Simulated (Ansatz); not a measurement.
ZnSe (zinc blende): scan of one atom of the cell

Starting cell, ZnSe (zinc blende):

```yaml
crystal:
  lattice:
    - [0.00000, 2.83273, 2.83273]
    - [2.83273, 0.00000, 2.83273]
    - [2.83273, 2.83273, 0.00000]
  atoms:
    - { symbol: Se, position: [0.75000, 0.75000, 0.75000] }
    - { symbol: Zn, position: [0.00000, 0.00000, 0.00000] }
```

In each cell atom 1 (Se, nearest neighbour Zn at 2.453 Å; its periodic images, 4.0 Å or more away, move with it) moves by s·(0.577, 0.577, 0.577) (towards the nearest neighbour), the rest being held.

Computed with r2SCAN (plane waves to 500 eV, PAW, scalar-relativistic; Ansatz, a program for electronic structure). k mesh 8×8×8 (Γ-centred), Fermi-Dirac smearing 0.05 eV. E stands for the smeared free energy. Stress and pressure are positive under compression. Left out: 1 of 11 points, with atoms too close for the PAW data. F∥ is the force on the atom along that direction. ZnSe was relaxed with its symmetry unable to fall. The zero of ΔE is the undisplaced structure.

```tsv
s (Å)	ΔE (meV/cell)	F∥ (eV/Å)	P (GPa)
-0.740	486	0.468	4.2
-0.592	399	0.697	3.7
-0.444	284	0.842	2.7
-0.296	157	0.832	1.6
-0.148	49	0.589	0.5
0.000	0	0.000	0.0
0.148	74	-1.116	0.7
0.296	372	-3.080	3.5
0.444	1056	-6.486	9.7
0.592	2416	-12.450	21.0
```

Summary:

| Item | Value |
|---|---|
| Energy at s = 0.592 Å | 2416 meV/cell |
| Force along the line at s = -0.740 Å | 0.468 eV/Å |
| Symmetry of the curve | not even: the positive side lies higher at ±0.592 Å |
| Shape of the curve | a single well with its minimum at or next to zero displacement |
| Force constant k = d²E/ds² at s = 0 (finite differences) | 5.47 eV/Å² |
| Harmonic estimate at the end of the scan | ½ks² = 959 meV/cell against the computed 2416 meV/cell, so the well is stiffer than harmonic there |
| Zone-centre optical wavenumber from k (transverse: no LO-TO term) | 204 cm⁻¹ |

(A displaced cell: forces are minus the slopes of the energy, force constants its curvatures, and phonons follow from these.)
